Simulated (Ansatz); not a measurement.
**Ta2O5: rigid cleavage**

Computed with Ansatz, DFT r2SCAN, scalar-relativistic, plane waves, PAW. Settings: plane waves to 500 eV, k-mesh 7×7×2 (Γ-centred), Gaussian smearing 0.05 eV. Spin–orbit coupling is left out, which can shift energies with elements as heavy as these. No spin polarisation. Energies are free energies at this smearing, counted from the undisturbed cell; pressure is positive in compression.

The undisturbed cell (relaxed at this level; it needn't be the usual structure):

```
Ta O
1.0
    -3.66565    0.00000    0.00000
     0.00000   -3.85735    0.00000
     0.00000    0.00000   12.91238
Ta O
4 10
Direct
  0.50000 0.00000 0.04490
  0.50000 0.00000 0.54490
  0.00000 0.00000 0.79490
  0.00000 0.00000 0.29490
  0.50000 0.50000 0.04490
  0.50000 0.50000 0.54490
  0.00000 0.00000 0.13473
  0.00000 0.00000 0.63473
  0.00000 0.50000 0.79490
  0.00000 0.50000 0.29490
  0.50000 0.00000 0.79490
  0.50000 0.00000 0.29490
  0.00000 0.00000 0.95507
  0.00000 0.00000 0.45507
```

The cut lies on the cell's a–b face, a (0 0 1) plane (indices in the standard cell, whose axes needn't be the Cartesian ones shown) of area 14.14 Å², between layers 1.16 Å apart. Vector c is lengthened by d along the normal with the atoms' Cartesian places fixed: one unrelaxed cut a cell.

| d (Å) | energy (J/m²) |
| --- | --- |
| -0.30 | 0.75 |
| -0.15 | 0.17 |
| 0.00 | 0.00 |
| 0.25 | 0.38 |
| 0.50 | 1.31 |
| 0.75 | 2.51 |
| 1.00 | 3.78 |
| 1.50 | 6.01 |
| 2.00 | 7.51 |
| 3.00 | 8.67 |
| 4.50 | 9.01 |
| 6.00 | 9.11 |

(1) Predict the traction dE/dd (GPa) at each point.

Results:

(1)
```csv
d (Å),traction dE/dd (GPa)
-0.30,-54.2
-0.15,-23.9
0.00,0.0
0.25,28.4
0.50,44.1
0.75,50.6
1.00,49.8
1.50,37.8
2.00,21.9
3.00,4.9
4.50,1.0
6.00,0.5
```

Cost: 12 runs of about 19 core-minutes in all, on Oxide Virtual Turin-like Processor (Zen 5) (shared hosts).